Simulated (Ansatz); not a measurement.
CaO (rock salt, Fm-3m), PBE (plane waves, PAW; program Ansatz). The conduction-band minimum lies at X, with 3 equivalent valleys. Second derivatives d²E/dk² of the lowest band at one valley (eV·Å²), along Cartesian directions:

```tsv
direction	d²E/dk²
[100]	5.355
[010]	17.23
[001]	17.23
[110]	11.29
[101]	11.29
[011]	17.23
```

Problem. Find the principal effective masses, the density-of-states mass and the conductivity mass.

Solution. Off-diagonal terms follow from H_xy = H[110] − (H_xx + H_yy)/2, and m*/mₑ = 7.620 eV·Å² over each eigenvalue: 0.44, 0.44, 1.4. One valley's DOS mass (m₁m₂m₃)^(1/3) = 0.65, conductivity mass 3/(Σ 1/mᵢ) = 0.57 mₑ.

Problem. What effective density of states Nc follows at 300 K for parabolic valleys?

Solution. Nc = 2.509e19 × 3 × (0.65)^(3/2) ≈ 3.9e19 cm⁻³.

The cell was relaxed with PBE under the symmetry of its start.

Potentials: the earlier of the program's two PAW sets.

Edges and masses are those of Kohn–Sham bands, whose gap is no quasiparticle gap.
